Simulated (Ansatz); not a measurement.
Relaxed SiO2 (rutile):

```
CELL_PARAMETERS angstrom
      4.23588     0.00000     0.00000
      0.00000     4.23588     0.00000
      0.00000     0.00000     2.68991
ATOMIC_POSITIONS crystal
  Si 0.50000 0.50000 0.50000
  Si 0.00000 0.00000 0.00000
  O  0.80699 0.80699 0.50000
  O  0.30699 0.69301 0.00000
  O  0.69301 0.30699 0.00000
  O  0.19301 0.19301 0.50000
```

Scan: atom 5 (O, nearest neighbour Si at 1.774 Å; its periodic images, 2.7 Å or more away, move with it) is displaced along Cartesian [110], direction (0.707, 0.707, 0.000) in Cartesian axes, by s. The other atoms stay.

The numbers are results of PBE (plane waves to 420 eV, PAW, scalar-relativistic; Ansatz, a program for electronic structure), not measurements. k mesh 6×6×10 (Γ-centred), Fermi-Dirac smearing 0.05 eV. The energy includes the smearing's −TS. SiO2 was relaxed with its symmetry unable to fall. The PAW data are Ansatz's earlier set. ΔE is measured from the undisplaced structure.

```json
[
 {"s (Å)": "-0.350", "ΔE (meV/cell)": "704"},
 {"s (Å)": "-0.280", "ΔE (meV/cell)": "withheld"},
 {"s (Å)": "-0.210", "ΔE (meV/cell)": "249"},
 {"s (Å)": "-0.140", "ΔE (meV/cell)": "110"},
 {"s (Å)": "-0.070", "ΔE (meV/cell)": "27"},
 {"s (Å)": "0.000", "ΔE (meV/cell)": "0"},
 {"s (Å)": "0.070", "ΔE (meV/cell)": "27"},
 {"s (Å)": "0.140", "ΔE (meV/cell)": "110"},
 {"s (Å)": "0.210", "ΔE (meV/cell)": "249"},
 {"s (Å)": "0.280", "ΔE (meV/cell)": "withheld"},
 {"s (Å)": "0.350", "ΔE (meV/cell)": "704"}
]
```

Task: Fit an even polynomial form (powers 2, 4) to the given rows and predict ΔE at s = 0.280.

Result: Least squares on the 9 given rows: ΔE = (5587)·s² + (1306)·s⁴, in meV/cell with s in Å; root-mean-square residual 0.2 meV/cell. At 0.280 the fit gives 446 meV/cell; the calculation gives 447 meV/cell, so the interpolation is off by -1 (-0.2 %). The quadratic term alone would give 438 meV/cell.

(For displaced atoms, the force is minus the slope of the energy, and its curvature is a force constant, which sets phonon frequencies.)
